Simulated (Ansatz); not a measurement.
**Vibrational response of Al3CoNi2**

These are results of Ansatz 0.2.0, DFT PBE, scalar-relativistic, plane waves, PAW, not measurements. Cutoff 420 eV, 14×14×4 k-points (Γ-centred), Fermi-Dirac smearing of 0.15 eV. No spin polarisation. Phonons by linear response, acoustic sum rule imposed.

The cell, relaxed at this level:
```
Al Co Ni
1.0
     2.86783    0.00000    0.00000
     0.00000    2.86783    0.00000
     0.00000    0.00000    8.73120
Al Co Ni
3 1 2
Direct
  0.50000 0.50000 0.83668
  0.50000 0.50000 0.16332
  0.50000 0.50000 0.50000
  0.00000 0.00000 0.00000
  0.00000 0.00000 0.66816
  0.00000 0.00000 0.33184
```

The structure comes from a generated guess, relaxed at this level; another structure or a mixture of phases may lie lower. In a metal, frequencies depend on the k mesh and the smearing, soft modes most.

Question: Is this structure stable against zone-centre distortions?

Answer: Yes, at Γ: no optical mode is imaginary. Strains and other wave vectors aren't tested by this run.

Question: List the optical modes at Γ (i marks imaginary ones).

Answer:
```csv
frequency (cm⁻¹),degeneracy
145,2
150,2
170,1
184,1
274,2
278,2
302,1
304,2
337,1
357,1
```
